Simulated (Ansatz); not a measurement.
ScAu (CsCl type)

```
ScAu
1.0
    6.63958     0.00000     0.00000
    3.31979     3.31979     0.00000
    0.00000     0.00000     3.31979
Sc Au
2 2
Cartesian
  1.65990   1.65990   1.65990
  4.97969   1.65990   1.65990
  0.00000   0.00000   0.00000
  3.31979   0.00000   0.00000
```

The atoms are displaced by Q × the pattern below (from a DFPT mode at M = (0.5, 0.5, 0.0), largest move 1; Q in Å), at fixed cell. It is one choice among 2 degenerate patterns. (q is in reciprocal vectors of the primitive cell; the cell shown is doubled to hold the pattern.)

| atom | x | y | z |
|---|---|---|---|
| Sc1 | 0.518 | 0.000 | 0.000 |
| Sc2 | -0.518 | 0.000 | 0.000 |
| Au3 | 0.000 | 1.000 | 0.000 |
| Au4 | 0.000 | -1.000 | 0.000 |

All values below come from LDA (plane waves to 420 eV, PAW, scalar-relativistic; Ansatz, a program for electronic structure). k mesh 14×14×14 (Γ-centred), Fermi-Dirac smearing 0.05 eV. E stands for the smeared free energy. With partly filled bands, energies and forces of such displacements shift with the k mesh and the smearing. ScAu is run without spin polarisation. ScAu was relaxed with its symmetry unable to fall. Spin-orbit coupling is left out, though Au is heavy. The zero of ΔE is the undisplaced structure.

| Q (Å) | ΔE (eV/cell) | −dE/dQ from forces (eV/Å) |
|---|---|---|
| -0.176 | (withheld) | 0.256 |
| -0.147 | -0.0020 | 0.098 |
| -0.117 | -0.0034 | 0.005 |
| -0.088 | (withheld) | (withheld) |
| -0.059 | -0.0015 | -0.044 |
| -0.029 | -0.0004 | -0.028 |
| 0.000 | 0.0000 | 0.000 |
| 0.029 | -0.0004 | 0.028 |
| 0.059 | -0.0015 | 0.044 |
| 0.088 | (withheld) | (withheld) |
| 0.117 | -0.0034 | -0.005 |
| 0.147 | -0.0020 | -0.098 |
| 0.176 | (withheld) | -0.256 |

Question: Fill in the missing entries.

Answer: 
- -0.176, ΔE (eV/cell): 0.0030
- -0.088, ΔE (eV/cell): -0.0028
- -0.088, −dE/dQ from forces (eV/Å): -0.038
- 0.088, ΔE (eV/cell): -0.0028
- 0.088, −dE/dQ from forces (eV/Å): 0.038
- 0.176, ΔE (eV/cell): 0.0030

(For displaced atoms, the force is minus the slope of the energy, and its curvature is a force constant, which sets phonon frequencies.)
